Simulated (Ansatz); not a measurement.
The start is a generated cell, CeO2 built in the brookite structure type. Cell shape, volume and atoms are optimised at zero target pressure with PBEsol (plane waves to 420 eV, PAW, scalar-relativistic; Ansatz, a program for electronic structure). The first steps use a coarse 3×2×3 k-mesh.

Initial structure:
```
CELL_PARAMETERS angstrom
      6.02790     0.00000     0.00000
      0.00000    10.76294     0.00000
      0.00000     0.00000     6.39277
ATOMIC_POSITIONS crystal
  Ce 0.13720 0.12890 0.90280
  Ce 0.63720 0.37110 0.09720
  Ce 0.36280 0.87110 0.40280
  Ce 0.86280 0.62890 0.59720
  Ce 0.86280 0.87110 0.09720
  Ce 0.36280 0.62890 0.90280
  Ce 0.63720 0.12890 0.59720
  Ce 0.13720 0.37110 0.40280
  O  0.81650 0.00950 0.85090
  O  0.31650 0.49050 0.14910
  O  0.68350 0.99050 0.35090
  O  0.18350 0.50950 0.64910
  O  0.18350 0.99050 0.14910
  O  0.68350 0.50950 0.85090
  O  0.31650 0.00950 0.64910
  O  0.81650 0.49050 0.35090
  O  0.46340 0.23140 0.88900
  O  0.96340 0.26860 0.11100
  O  0.03660 0.76860 0.38900
  O  0.53660 0.73140 0.61100
  O  0.53660 0.76860 0.11100
  O  0.03660 0.73140 0.88900
  O  0.96340 0.23140 0.61100
  O  0.46340 0.26860 0.38900
```
Spin-polarised start, with parallel moments on Ce.

Task: What pressure does the first self-consistent step give?

Result: -6.9 GPa (negative: the cell is under tension).

Task: By how much does the energy per atom fall from start to end?

Result: 0.28 eV/atom.

Task: How does the volume per atom move from start to end?

Result: -24.1 %, from 17.28 to 13.11 Å³/atom.

Task: How do the shortest distances between atoms change?

Result: The closest pairs of elements (up to four, under 3.6 Å), start → end: Ce–O 2.19 → 2.34 Å; O–O 2.93 → 2.70 Å; Ce–Ce 3.46 → 3.82 Å.

Task: Is the relaxed structure metallic? Give its gap.

Result: 2.04 eV, indirect (valence top at k = (0, 0.2222, -0.3333), conduction bottom at L) (no spin-orbit coupling).

Task: What magnetic moments remain?

Result: Zero (the starting moments vanished).

Task: What does it relax into? Give the structure.

Result: 
```cif
data_Ce4O8
_chemical_formula_sum 'Ce4 O8'
_space_group_name_H-M_alt 'Fm-3m'
_space_group_IT_number 225
_space_group_name_Hall '-F 4 2 3'
_cell_length_a 5.39813
_cell_length_b 5.39813
_cell_length_c 5.39813
_cell_angle_alpha 90.000
_cell_angle_beta 90.000
_cell_angle_gamma 90.000
loop_
_atom_site_label
_atom_site_type_symbol
_atom_site_symmetry_multiplicity
_atom_site_Wyckoff_symbol
_atom_site_fract_x
_atom_site_fract_y
_atom_site_fract_z
_atom_site_occupancy
Ce1 Ce 4 a 0.00000 0.00000 0.00000 1
O1 O 8 c 0.25000 0.25000 0.25000 1
```
(The calculation used a cell of 3 atoms; values per cell refer to that cell.)

Final values are on a 9×9×9 k-mesh of the relaxed cell. No spin polarisation in the result: the starting moments vanished. No Hubbard U is applied. The f-shell occupation is the one the SCF fell into and was not checked against other states.

The run could not lose the symmetry of its start.
